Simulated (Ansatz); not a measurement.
ZnAu (CsCl type, space group No. 221) at seven volumes, plane-wave PAW PBE (Ansatz code), scaled uniformly. One row is withheld.

```json
[
 {"V (Å³/atom)": "14.723", "P (GPa)": "?"},
 {"V (Å³/atom)": "15.208", "P (GPa)": "8.57"},
 {"V (Å³/atom)": "15.694", "P (GPa)": "3.87"},
 {"V (Å³/atom)": "16.179", "P (GPa)": "-0.01"},
 {"V (Å³/atom)": "16.665", "P (GPa)": "-3.20"},
 {"V (Å³/atom)": "17.150", "P (GPa)": "-5.81"},
 {"V (Å³/atom)": "17.635", "P (GPa)": "-7.94"}
]
```

### Question
Fit the shown pressures and predict the withheld one.

### Answer
P = (3/2)B₀(x^(7/2) − x^(5/2))[1 + (3/4)(B′ − 4)(x − 1)] with x = (V₀/V)^(2/3). Least squares on the six rows gives V₀ = 16.178 Å³/atom, B₀ = 117 GPa, B′ = 5.53. At V = 14.723, x = 1.0648 and P = 14.31 GPa. The run itself gave 14.27 GPa.

Space group Pm-3m (CsCl type). Symmetry was held in the PBE relaxation. Scalar-relativistic: spin–orbit coupling is off unless named, which matters more the heavier the elements.

Potentials: the later of the program's two PAW sets.
